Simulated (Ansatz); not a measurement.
Zr (hcp (Mg type), P6_3/mmc), a = b = 3.1432 Å, c = 5.0923 Å, α = β = 90.00°, γ = 120.00°.

Relaxed with LDA.

Decompose the optical modes at the zone centre into irreducible representations, and say which are infrared and Raman allowed.

Point group 6/mmm: Γ_opt = B1g + E2g. Infrared: none. Raman: E2g.

Assign frequencies (DFPT, LDA (plane waves, PAW; program Ansatz)).

E2g 52, B1g 172 cm⁻¹.

Subscripts of B labels follow the axes of the standard setting.

The cell was relaxed with LDA under the symmetry of its start. The run is not spin-polarised. As this level gives no gap, phonon frequencies hold no LO–TO term and depend on the k-mesh and smearing (Fermi–Dirac, 0.1 eV here). Axis ratios of metals converge slowly with the k-mesh, so a and c are less sure than the volume.

Potentials: the earlier of the program's two PAW sets. The files were generated under PBE; for other functionals the program regenerates the frozen cores, and for LDA and PBEsol the local potential too.
